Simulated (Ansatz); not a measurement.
CuI (zinc blende)

```cif
data_Cu4I4
_chemical_formula_sum 'I4 Cu4'
_space_group_name_H-M_alt 'F-43m'
_space_group_IT_number 216
_space_group_name_Hall 'F -4 2 3'
_cell_length_a 6.07781
_cell_length_b 6.07781
_cell_length_c 6.07781
_cell_angle_alpha 90.000
_cell_angle_beta 90.000
_cell_angle_gamma 90.000
loop_
_atom_site_label
_atom_site_type_symbol
_atom_site_symmetry_multiplicity
_atom_site_Wyckoff_symbol
_atom_site_fract_x
_atom_site_fract_y
_atom_site_fract_z
_atom_site_occupancy
I1 I 4 c 0.25000 0.25000 0.25000 1
Cu1 Cu 4 a 0.00000 0.00000 0.00000 1
```
(The calculation used a cell of 2 atoms; values per cell refer to that cell.)

The relaxed cell is deformed in two ways at once: its volume V is scaled, and at that volume it is stretched along z (the c axis of the conventional cell) so that c/a changes. Fractional atomic positions are held.

Method: PBE (plane waves to 420 eV, PAW, scalar-relativistic; Ansatz, an electronic-structure program). k mesh 9×9×9 (Γ-centred), Fermi-Dirac smearing 0.05 eV. E stands for the smeared free energy. CuI is run without spin polarisation. CuI was relaxed with its symmetry unable to fall. Spin-orbit coupling is left out, though I is heavy. The PAW data are Ansatz's earlier set.

Changes of ΔE (kJ/mol of atoms) from the point V/V₀ = 1.000, (c/a)/(c/a)₀ = 1.000 when one coordinate moves alone (two changes are said to add if the coupling is within 5 % of the smaller one, nearly so within 20 %):

| point | change |
|---|---|
| V/V₀ = 1.000, (c/a)/(c/a)₀ = 0.960 | 0.160 |
| V/V₀ = 1.000, (c/a)/(c/a)₀ = 0.973 | 0.071 |
| V/V₀ = 1.000, (c/a)/(c/a)₀ = 0.987 | 0.017 |
| V/V₀ = 0.920, (c/a)/(c/a)₀ = 1.000 | 2.510 |
| V/V₀ = 0.947, (c/a)/(c/a)₀ = 1.000 | 1.050 |
| V/V₀ = 0.973, (c/a)/(c/a)₀ = 1.000 | 0.247 |
| V/V₀ = 1.027, (c/a)/(c/a)₀ = 1.000 | 0.223 |
| V/V₀ = 1.053, (c/a)/(c/a)₀ = 1.000 | 0.846 |
| V/V₀ = 1.080, (c/a)/(c/a)₀ = 1.000 | 1.804 |
| V/V₀ = 1.000, (c/a)/(c/a)₀ = 1.013 | 0.017 |
| V/V₀ = 1.000, (c/a)/(c/a)₀ = 1.027 | 0.071 |
| V/V₀ = 1.000, (c/a)/(c/a)₀ = 1.040 | 0.159 |

Problem. Do the two effects add at V/V₀ = 0.920, (c/a)/(c/a)₀ = 0.960? Give the computed change.

Solution. The sum of the single changes is 2.510 + (0.160) = 2.670; the calculation gives 2.641, so the coupling contributes -0.029 (under 20 % of the smaller single change, nearly additive).

(A scan under strain: stresses follow from slopes of the energy per volume, elastic moduli from its curvatures.)
